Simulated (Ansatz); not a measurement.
Geometry optimisation in Ansatz: input, command and trajectory.

```yaml
crystal:
  lattice:
    - [-2.0477347995, 2.0477347995, 7.1199232752]
    - [2.0477347995, -2.0477347995, 7.1199232752]
    - [2.0477347995, 2.0477347995, -7.1199232752]
  atoms:
    - { symbol: Na, position: [0.4165, 0.4165, 0.0] }
    - { symbol: Na, position: [0.1665, 0.6665, 0.5] }
    - { symbol: Na, position: [0.3335, 0.8335, 0.5] }
    - { symbol: Na, position: [0.5835, 0.5835, 0.0] }
    - { symbol: Ga, position: [0.0, 0.0, 0.0] }
    - { symbol: Ga, position: [0.75, 0.25, 0.5] }
basis:
  ecutwfc: 420
kpoints:
  mp_grid: { grid: [6, 6, 6] }
hamiltonian:
  xc: pbe
scf:
  occupations: { method: gaussian, width: 0.1 }
  lower_state_search: "off"
output:
  forces: true
  stress: true
  eigenvalues: true
relax:
  adjacent_minimum: "off"
  f_tol: 0.04
  max_steps: 70
  cell: { stress_tol: 0.4 }
```

```bash
ansatz run input.yaml --threads 1 --pin off --max-ram 2560MiB --backend cpu --events-out ev --progress --plain --runs-dir out
```

Method: DFT PBE, scalar-relativistic, plane waves, PAW in Ansatz 0.2.0.

Of 31 frames 10 are shown, positions in Å and forces in eV/Å; the SCF threshold varies from step to step. Steps run on the plane waves of an earlier cell, with a Pulay correction in the pressure. The basis is chosen afresh for the last frame, the zero of the energies, and at times for earlier ones too; energy and pressure step there, also at an unchanged geometry. Here that happened at steps 9 (-32 meV/atom, 1.8 GPa), 17 (-13 meV/atom, 0.7 GPa), 26 (-7 meV/atom, 0.4 GPa); the frames before carry an error of that size.

```xyz
6
Lattice="-2.0477 2.0477 7.1199 2.0477 -2.0477 7.1199 2.0477 2.0477 -7.1199" Properties=species:S:1:pos:R:3:forces:R:3 pbc="T T T" step=1 free_energy_over_end_meV_per_atom=440.80 pressure_GPa=8.60
Na    0.0000    0.0000    5.9309    0.0000    0.0000    0.0824
Na    2.0477    0.0000    2.3709    0.0000    0.0000    0.0824
Na    2.0477    0.0000    4.7490    0.0000    0.0000   -0.0824
Na    0.0000    0.0000    8.3089    0.0000    0.0000   -0.0824
Ga    0.0000    0.0000    0.0000    0.0000    0.0000    0.0000
Ga    0.0000    2.0477    3.5600    0.0000    0.0000    0.0000
6
Lattice="-2.1094 2.1094 8.1665 2.1094 -2.1094 8.1665 2.1094 2.1094 -8.1665" Properties=species:S:1:pos:R:3:forces:R:3 pbc="T T T" step=4 free_energy_over_end_meV_per_atom=243.12 pressure_GPa=2.00
Na    0.0000    0.0000    6.8715    0.0000    0.0000    0.0781
Na    2.1094    0.0000    2.7882    0.0000    0.0000    0.0781
Na    2.1094    0.0000    5.3783    0.0000    0.0000   -0.0781
Na    0.0000    0.0000    9.4616    0.0000    0.0000   -0.0781
Ga    0.0000    0.0000    0.0000    0.0000    0.0000    0.0000
Ga    0.0000    2.1094    4.0833    0.0000    0.0000    0.0000
6
Lattice="-2.0281 2.0281 9.0324 2.0281 -2.0281 9.0324 2.0281 2.0281 -9.0324" Properties=species:S:1:pos:R:3:forces:R:3 pbc="T T T" step=8 free_energy_over_end_meV_per_atom=193.34 pressure_GPa=-0.02
Na    0.0000    0.0000    7.6908    0.0000    0.0000    0.0088
Na    2.0281    0.0000    3.1745    0.0000    0.0000    0.0088
Na    2.0281    0.0000    5.8579    0.0000    0.0000   -0.0088
Na    0.0000    0.0000   10.3741    0.0000    0.0000   -0.0088
Ga    0.0000    0.0000    0.0000    0.0000    0.0000    0.0000
Ga    0.0000    2.0281    4.5162    0.0000    0.0000    0.0000
6
Lattice="-2.0093 2.0093 9.7178 2.0093 -2.0093 9.7178 2.0093 2.0093 -9.7178" Properties=species:S:1:pos:R:3:forces:R:3 pbc="T T T" step=11 free_energy_over_end_meV_per_atom=117.90 pressure_GPa=0.91
Na    0.0000    0.0000    8.3162    0.0000    0.0000    0.0031
Na    2.0093    0.0000    3.4573    0.0000    0.0000    0.0031
Na    2.0093    0.0000    6.2604    0.0000    0.0000   -0.0031
Na    0.0000    0.0000   11.1193    0.0000    0.0000   -0.0031
Ga    0.0000    0.0000    0.0000    0.0000    0.0000    0.0000
Ga    0.0000    2.0093    4.8589    0.0000    0.0000    0.0000
6
Lattice="-1.9369 1.9369 10.7824 1.9369 -1.9369 10.7824 1.9369 1.9369 -10.7824" Properties=species:S:1:pos:R:3:forces:R:3 pbc="T T T" step=14 free_energy_over_end_meV_per_atom=74.03 pressure_GPa=0.33
Na    0.0000    0.0000    9.2752    0.0000    0.0000    0.0062
Na    1.9369    0.0000    3.8840    0.0000    0.0000    0.0062
Na    1.9369    0.0000    6.8984    0.0000    0.0000   -0.0062
Na    0.0000    0.0000   12.2896    0.0000    0.0000   -0.0062
Ga    0.0000    0.0000    0.0000    0.0000    0.0000    0.0000
Ga    0.0000    1.9369    5.3912    0.0000    0.0000    0.0000
6
Lattice="-1.9057 1.9057 11.4545 1.9057 -1.9057 11.4545 1.9057 1.9057 -11.4545" Properties=species:S:1:pos:R:3:forces:R:3 pbc="T T T" step=18 free_energy_over_end_meV_per_atom=49.45 pressure_GPa=0.46
Na    0.0000    0.0000    9.8790    0.0000    0.0000   -0.0028
Na    1.9057    0.0000    4.1518    0.0000    0.0000   -0.0028
Na    1.9057    0.0000    7.3027    0.0000    0.0000    0.0028
Na    0.0000    0.0000   13.0300    0.0000    0.0000    0.0028
Ga    0.0000    0.0000    0.0000    0.0000    0.0000    0.0000
Ga    0.0000    1.9057    5.7273    0.0000    0.0000    0.0000
6
Lattice="-1.8491 1.8491 12.4961 1.8491 -1.8491 12.4961 1.8491 1.8491 -12.4961" Properties=species:S:1:pos:R:3:forces:R:3 pbc="T T T" step=21 free_energy_over_end_meV_per_atom=29.41 pressure_GPa=0.23
Na    0.0000    0.0000   10.7983    0.0000    0.0000   -0.0444
Na    1.8491    0.0000    4.5503    0.0000    0.0000   -0.0444
Na    1.8491    0.0000    7.9458    0.0000    0.0000    0.0444
Na    0.0000    0.0000   14.1938    0.0000    0.0000    0.0444
Ga    0.0000    0.0000    0.0000    0.0000    0.0000    0.0000
Ga    0.0000    1.8491    6.2480    0.0000    0.0000    0.0000
6
Lattice="-1.7453 1.7453 13.5454 1.7453 -1.7453 13.5454 1.7453 1.7453 -13.5454" Properties=species:S:1:pos:R:3:forces:R:3 pbc="T T T" step=24 free_energy_over_end_meV_per_atom=17.93 pressure_GPa=-0.23
Na    0.0000    0.0000   11.6324    0.0000    0.0000    0.0496
Na    1.7453    0.0000    4.8597    0.0000    0.0000    0.0496
Na    1.7453    0.0000    8.6857    0.0000    0.0000   -0.0496
Na    0.0000    0.0000   15.4584    0.0000    0.0000   -0.0496
Ga    0.0000    0.0000    0.0000    0.0000    0.0000    0.0000
Ga    0.0000    1.7453    6.7727    0.0000    0.0000    0.0000
6
Lattice="-1.7305 1.7305 14.0857 1.7305 -1.7305 14.0857 1.7305 1.7305 -14.0857" Properties=species:S:1:pos:R:3:forces:R:3 pbc="T T T" step=28 free_energy_over_end_meV_per_atom=2.48 pressure_GPa=0.18
Na    0.0000    0.0000   12.1362    0.0000    0.0000    0.0010
Na    1.7305    0.0000    5.0934    0.0000    0.0000    0.0010
Na    1.7305    0.0000    8.9924    0.0000    0.0000   -0.0010
Na    0.0000    0.0000   16.0352    0.0000    0.0000   -0.0010
Ga    0.0000    0.0000    0.0000    0.0000    0.0000    0.0000
Ga    0.0000    1.7305    7.0429    0.0000    0.0000    0.0000
6
Lattice="-1.7144 1.7144 14.5858 1.7144 -1.7144 14.5858 1.7144 1.7144 -14.5858" Properties=species:S:1:pos:R:3:forces:R:3 pbc="T T T" step=31 free_energy_over_end_meV_per_atom=0.00 pressure_GPa=0.03
Na    0.0000    0.0000   12.5889    0.0000    0.0000    0.0021
Na    1.7144    0.0000    5.2960    0.0000    0.0000    0.0021
Na    1.7144    0.0000    9.2897    0.0000    0.0000   -0.0021
Na    0.0000    0.0000   16.5826    0.0000    0.0000   -0.0021
Ga    0.0000    0.0000    0.0000    0.0000    0.0000    0.0000
Ga    0.0000    1.7144    7.2929    0.0000    0.0000    0.0000
```

The start puts this composition into another compound's structure type, which needn't suit it. The cell swells from 19.9 to 28.6 Å³ an atom, so the end can be far from any stable crystal. At the end the space group is I4_1/amd (tolerance 0.05 Å).

Time: 6.4 min on 1 thread of Arm Neoverse V1, on a shared host, peak memory 0.46 GiB.

The k mesh is coarse.